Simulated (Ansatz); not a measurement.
**Computed frozen-phonon scan: MoS2 (space group R3m)**

Relaxed MoS2 (space group R3m):

```yaml
crystal:
  lattice:
    - [3.12630, 1.80497, 11.98194]
    - [0.00000, 1.80497, 11.98194]
    - [1.56315, -0.90249, 11.98194]
  atoms:
    - { symbol: Mo, position: [0.50012, 0.99976, 0.99976] }
    - { symbol: Mo, position: [0.00012, 0.99976, 0.99976] }
    - { symbol: S, position: [0.79026, 0.41948, 0.41948] }
    - { symbol: S, position: [0.29026, 0.41948, 0.41948] }
    - { symbol: S, position: [0.87661, 0.24678, 0.24678] }
    - { symbol: S, position: [0.37661, 0.24678, 0.24678] }
```

The atoms are displaced by Q × the pattern below (from a DFPT mode at T = (0.5, 0.5, 0.5), largest move 1; Q in Å), at fixed cell. (q is in reciprocal vectors of the primitive cell; the cell shown is doubled to hold the pattern.)

```
atom      x      y       z
----  -----  -----  ------
Mo1   0.000  0.000   1.000
Mo2   0.000  0.000  -1.000
S3    0.000  0.000   0.981
S4    0.000  0.000  -0.981
S5    0.000  0.000   0.978
S6    0.000  0.000  -0.978
```

These are LDA (plane waves to 420 eV, PAW, scalar-relativistic; Ansatz, a first-principles code) values and carry that method's errors. k mesh 12×12×12 (Γ-centred), Fermi-Dirac smearing 0.05 eV. E stands for the smeared free energy. Stress and pressure are positive under compression. MoS2 is run without spin polarisation. MoS2 was relaxed with its symmetry unable to fall. This is one of several known forms of MoS2; the measured ambient cells at hand have space group No. 194. ΔE is measured from the undisplaced structure.

```csv
Q (Å),ΔE (meV/cell),P (GPa),−dE/dQ from forces (eV/Å)
-0.100,16.6,0.13,0.343
-0.083,11.4,0.09,0.280
-0.067,7.3,0.05,0.221
-0.050,4.1,0.02,0.164
-0.033,1.8,0.01,0.108
-0.017,0.4,0.00,0.054
0.000,0.0,-0.01,0.000
0.017,0.4,0.00,-0.054
0.033,1.8,0.01,-0.108
0.050,4.1,0.02,-0.164
0.067,7.3,0.05,-0.221
0.083,11.4,0.09,-0.280
0.100,16.6,0.13,-0.343
```

Key numbers:

| Quantity | Value |
|---|---|
| Energy at Q = 0.100 Å | 16.6 meV/cell |
| Space group of the distorted cell | R3m (No. 160), the same type in a doubled cell |
| Symmetry of the curve | even: the same for both signs |
| Shape of the curve | a single well with its minimum at or next to zero displacement |
| Harmonic wavenumber from the curvature (finite differences) | 53 cm⁻¹ |
| Wavenumber by perturbation theory (DFPT, on another k mesh) | 53 cm⁻¹ |

(For displaced atoms, the force is minus the slope of the energy, and its curvature is a force constant, which sets phonon frequencies.)
